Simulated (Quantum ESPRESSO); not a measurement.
## Nb2Ga4AuIn (input and log of a self-consistent run)

Simulated, not a measurement. The program is pw.x of Quantum ESPRESSO 7.5 (plane-wave density functional theory). The cell is made up: eight metal atoms on a hexagonal close-packed lattice, with elements, volume, strain and displacements drawn at random and not relaxed, so it may be unstable or far from any real phase. PseudoDojo standard norm-conserving files set the functional (PBE unless stated); there is no spin polarisation or spin-orbit coupling, the Fermi-Dirac width of 0.25 eV means electrons at about 2900 K, and the masses in the input are unused placeholders. Heavy elements are run without spin-orbit coupling, which real alloys of them have. A spin test at this wide smearing found no moment, but such smearing suppresses magnetism that the real alloy may have.

Input:

```
&control calculation='scf', pseudo_dir='./dojo.nc.sr.pbe.v0_5.standard.upf', outdir='./o', disk_io='minimal', tprnfor=.true., tstress=.true. /
&system ibrav=0, nat=8, ntyp=4, nbnd=65, ecutwfc=82.02448710, nosym=.true., tot_charge=0,
 occupations='smearing', smearing='fd', degauss=0.0183746611
/
&electrons conv_thr=1.470e-08, electron_maxstep=70, mixing_beta=0.5 /
ATOMIC_SPECIES
Au 1.0 Au.upf
Ga 1.0 Ga.upf
In 1.0 In.upf
Nb 1.0 Nb.upf
CELL_PARAMETERS angstrom
0.0 0.0 -4.9802
0.0 5.1433 0.0
5.939 0.0 0.0
ATOMIC_POSITIONS angstrom
Nb -0.0453 -0.0569 0.0325
Ga 2.926 -0.0543 0.0662
Ga 1.4557 2.5409 0.0078
Nb 4.507 2.5773 0.0366
Ga -0.0048 1.7628 -2.4743
Au 3.0514 1.8225 -2.6175
Ga 1.3618 4.2244 -2.5291
In 4.4865 4.3225 -2.4267
K_POINTS automatic
5 5 4 1 1 1
```

The log is shortened where brackets say so; the opening notice, blank lines, dates and the lines on written files are dropped, and the path of the files is cut. It prints rydbergs, bohrs and kilobars, and counts compression as positive stress. Its total energy is the free energy E - TS of the whole cell.

```
     Program PWSCF v.7.5
     Parallel version (MPI & OpenMP), running on       4 processor cores
     Number of MPI processes:                 4
     Threads/MPI process:                     1
     [start-up lines left out]
     bravais-lattice index     =            0
     lattice parameter (alat)  =       9.4112  a.u.
     unit-cell volume          =    1026.5936 (a.u.)^3
     number of atoms/cell      =            8
     number of atomic types    =            4
     number of electrons       =       110.00
     number of Kohn-Sham states=           65
     kinetic-energy cutoff     =      82.0245  Ry
     charge density cutoff     =     328.0979  Ry
     scf convergence threshold =      1.5E-08
     mixing beta               =       0.5000
     number of iterations used =            8  plain     mixing
     Exchange-correlation= PBE
                           (   1   4   3   4   0   0   0)
     [axes and pseudopotential details left out]
   Cartesian axes
     site n.     atom                  positions (alat units)
         1        Nb     tau(   1) = (  -0.0090960  -0.0114252   0.0065258  )
         2        Ga     tau(   2) = (   0.5875266  -0.0109032   0.0132926  )
         3        Ga     tau(   3) = (   0.2922975   0.5102004   0.0015662  )
         4        Nb     tau(   4) = (   0.9049837   0.5175093   0.0073491  )
         5        Ga     tau(   5) = (  -0.0009638   0.3539617  -0.4968274  )
         6        Au     tau(   6) = (   0.6127063   0.3659492  -0.5255813  )
         7        Ga     tau(   7) = (   0.2734428   0.8482390  -0.5078310  )
         8        In     tau(   8) = (   0.9008674   0.8679370  -0.4872696  )
     number of k points=    50  Fermi-Dirac smearing, width (Ry)=  0.0184
                       cart. coord. in units 2pi/alat
        k(    1) = (   0.1048198   0.0968289  -0.1000000), wk =   0.0400000
        k(    2) = (   0.3144595   0.0968289  -0.1000000), wk =   0.0400000
     [further k points left out]
     Dense  grid:   103023 G-vectors     FFT dimensions: (  60,  60,  72)
     Estimated max dynamical RAM per process >     341.43 MB
     Estimated total dynamical RAM >       1.26 GB
     Initial potential from superposition of free atoms
     starting charge     109.9806, renormalised to     110.0000
     Starting wfcs are   75 randomized atomic wfcs
     total cpu time spent up to now is        5.6 secs
     per-process dynamical memory:   268.9 Mb
     Self-consistent Calculation
     iteration #  1     ecut=    82.02 Ry     beta= 0.50
     Davidson diagonalization with overlap
     ethr =  1.00E-02,  avg # of iterations =  2.6
     Threshold (ethr) on eigenvalues was too large:
     Diagonalizing with lowered threshold
     Davidson diagonalization with overlap
     ethr =  6.17E-04,  avg # of iterations =  2.4
     total cpu time spent up to now is       26.0 secs
     total energy              =   -1289.97914611 Ry
     estimated scf accuracy    <       0.73189468 Ry
     iteration #  2     ecut=    82.02 Ry     beta= 0.50
     Davidson diagonalization with overlap
     ethr =  6.65E-04,  avg # of iterations =  2.9
     total cpu time spent up to now is       37.0 secs
     total energy              =   -1289.92451112 Ry
     estimated scf accuracy    <       1.86168215 Ry
     iteration #  3     ecut=    82.02 Ry     beta= 0.50
     Davidson diagonalization with overlap
     ethr =  6.65E-04,  avg # of iterations =  2.7
     total cpu time spent up to now is       47.6 secs
     total energy              =   -1290.11980620 Ry
     estimated scf accuracy    <       1.58397377 Ry
     iteration #  4     ecut=    82.02 Ry     beta= 0.50
     Davidson diagonalization with overlap
     ethr =  6.65E-04,  avg # of iterations =  2.0
     total cpu time spent up to now is       57.0 secs
     total energy              =   -1290.25384075 Ry
     estimated scf accuracy    <       0.01278615 Ry
     iteration #  5     ecut=    82.02 Ry     beta= 0.50
     Davidson diagonalization with overlap
     ethr =  1.16E-05,  avg # of iterations =  7.6
     total cpu time spent up to now is       71.2 secs
     total energy              =   -1290.25471479 Ry
     estimated scf accuracy    <       0.01425848 Ry
     [iterations 6 to 9 left out]
     iteration # 10     ecut=    82.02 Ry     beta= 0.50
     Davidson diagonalization with overlap
     ethr =  4.47E-09,  avg # of iterations =  4.5
     total cpu time spent up to now is      121.6 secs
     total energy              =   -1290.25704953 Ry
     estimated scf accuracy    <       0.00000122 Ry
     iteration # 11     ecut=    82.02 Ry     beta= 0.50
     Davidson diagonalization with overlap
     ethr =  1.11E-09,  avg # of iterations =  2.3
     total cpu time spent up to now is      131.4 secs
     total energy              =   -1290.25704973 Ry
     estimated scf accuracy    <       0.00000015 Ry
     iteration # 12     ecut=    82.02 Ry     beta= 0.50
     Davidson diagonalization with overlap
     ethr =  1.36E-10,  avg # of iterations =  2.2
     total cpu time spent up to now is      141.9 secs
     total energy              =   -1290.25704976 Ry
     estimated scf accuracy    <       0.00000002 Ry
     iteration # 13     ecut=    82.02 Ry     beta= 0.50
     Davidson diagonalization with overlap
     ethr =  2.25E-11,  avg # of iterations =  4.2
     total cpu time spent up to now is      153.1 secs
     total energy              =   -1290.25704976 Ry
     estimated scf accuracy    <       0.00000002 Ry
     iteration # 14     ecut=    82.02 Ry     beta= 0.50
     Davidson diagonalization with overlap
     ethr =  2.06E-11,  avg # of iterations =  1.9
     total cpu time spent up to now is      162.2 secs
     End of self-consistent calculation
     [lines on levels left out]
!    total energy              =   -1290.25704976 Ry
     estimated scf accuracy    <          2.1E-09 Ry
     smearing contrib. (-TS)   =      -0.07833063 Ry
     internal energy E=F+TS    =   -1290.17871913 Ry
     The total energy is F=E-TS. E is the sum of the following terms:
     one-electron contribution =    -383.28238148 Ry
     hartree contribution      =     277.56139218 Ry
     xc contribution           =    -311.77805806 Ry
     ewald contribution        =    -872.67967177 Ry
     convergence has been achieved in  14 iterations
     Forces acting on atoms (cartesian axes, Ry/au):
     atom    1 type  4   force =     0.01301375    0.00632917   -0.00177447
     atom    2 type  2   force =    -0.00223788    0.01222194   -0.00483967
     atom    3 type  2   force =     0.00367541   -0.00056676   -0.00508035
     atom    4 type  4   force =     0.01397776   -0.01662937   -0.01267105
     atom    5 type  2   force =    -0.00369157   -0.02348509    0.00289738
     atom    6 type  1   force =    -0.01973833    0.00062791    0.01823999
     atom    7 type  2   force =     0.01124681    0.01733200    0.00707142
     atom    8 type  3   force =    -0.01624593    0.00417019   -0.00384325
     Total force =     0.055962     Total SCF correction =     0.000206
     Computing stress (Cartesian axis) and pressure
          total   stress  (Ry/bohr**3)                   (kbar)     P=      -33.43
  -0.00033929   0.00002357  -0.00001297          -49.91        3.47       -1.91
   0.00002357  -0.00021100  -0.00002572            3.47      -31.04       -3.78
  -0.00001297  -0.00002572  -0.00013150           -1.91       -3.78      -19.34
     init_run     :      5.23s CPU      5.48s WALL (       1 calls)
     electrons    :    152.50s CPU    156.66s WALL (       1 calls)
     forces       :      1.65s CPU      1.65s WALL (       1 calls)
     stress       :      5.75s CPU      5.75s WALL (       1 calls)
     [timing details left out]
     PWSCF        :   2m45.26s CPU   2m49.70s WALL
     JOB DONE.
```

In other units: free energy -17554.841 eV for the cell, pressure -3.34 GPa, largest force component 0.604 eV/Å in size. The run took 172 s of wall time with four MPI processes on a shared machine (Intel Xeon, 2023 or later, virtual cores), so the time is rough. A rerun of this cell at a higher cutoff and on a denser mesh moved values by no more than 0.006 eV in energy, 0.14 GPa in stress and 0.018 eV/Å in force, and a second program with other atomic files agreed on that cell to 2 % rms in force and 0.5 GPa in pressure.